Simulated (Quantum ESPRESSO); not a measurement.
# Computed records: AlInGa2P4 (made-up cell)

Computed with Quantum ESPRESSO 7.5. Calculation on a made-up crystal cell, not a measurement: periodic Kohn-Sham density functional theory in plane waves with PseudoDojo standard norm-conserving scalar-relativistic pseudopotentials, each functional with its own files (v0.5 for PBE, v0.4.1 for LDA and PBEsol), no spin polarisation, no spin-orbit coupling, atoms not relaxed, stress positive in tension, energies less a fixed whole-eV offset for each atom's element; levels are Kohn-Sham levels at fractions of this cell's reciprocal vectors, counted from the reference band (half the neutral cell's valence electrons, rounded up) at Gamma; error bars cover cutoff and k-mesh only, not smearing or the files; added strain carries the atoms with the cell, and shear is the tensor component; each bar is the largest change over components, and at least 0.002 eV, 0.002 eV per angstrom or 0.02 GPa; energies are for the whole cell, and the offsets were chosen from early runs and are not element reference energies.

### AlInGa2P4 (made-up cell)

```
AlInGa2P4
1.0
      5.5300     0.0000     0.0000
      0.0000     5.5300     0.0000
      0.0000     0.0000     5.5300
Ga Al Ga In P
1 1 1 1 4
Direct
  0.00725 -0.00016 0.01521
  -0.00590 0.49772 0.51696
  0.48680 -0.00286 0.50803
  0.49631 0.49687 0.01071
  0.23996 0.25074 0.25052
  0.25362 0.73074 0.74886
  0.74033 0.26269 0.74316
  0.75141 0.75890 0.26682
```

```
lattice type         : zincblende/diamond
functional           : pbe
cutoff               : 1088 eV
fermi dirac smearing : 0.025 eV
scf tolerance        : 1e-07 eV
electrons removed    : 0
k mesh               : 4 x 4 x 4, shifted by half a step
stress yz            : withheld
```

Atoms:
```csv
atoms element,atom site,atom energy offset (eV)
Ga,1,-2080
Al,2,-64
Ga,3,-2080
In,4,-1808
P,5,-189
P,6,-189
P,7,-189
P,8,-189
```

To be estimated
1. What stress yz does the calculation give for AlInGa2P4 (made-up cell)?

Calculated values
1. 0.4968 GPa

Further results for AlInGa2P4 (made-up cell):

```
free energy less offsets : -1.493 eV
smearing term minus ts   : 0 eV
scf iterations           : 10
pressure                 : 5.343 GPa
stress xx                : -5.54 GPa
stress yy                : -4.963 GPa
stress zz                : -5.525 GPa
stress xz                : 0.4791 GPa
stress xy                : -1.371 GPa
error bar energy         : 0.007265 eV
error bar stress         : 0.02 GPa
error bar force          : 0.002 eV/Å
error bars from          : tighter rerun of this cell
```

Forces:
```csv
site,x (eV/Å),y (eV/Å),z (eV/Å)
1,-0.6693,-0.2993,-1.045
2,0.03042,0.1613,-0.9898
3,0.2167,0.2734,-0.1621
4,0.9109,0.3971,0.6429
5,-0.7507,-0.7842,1.724
6,-1.37,1.979,-0.4623
7,1.007,-2.056,-0.09381
8,0.6252,0.3281,0.3865
```
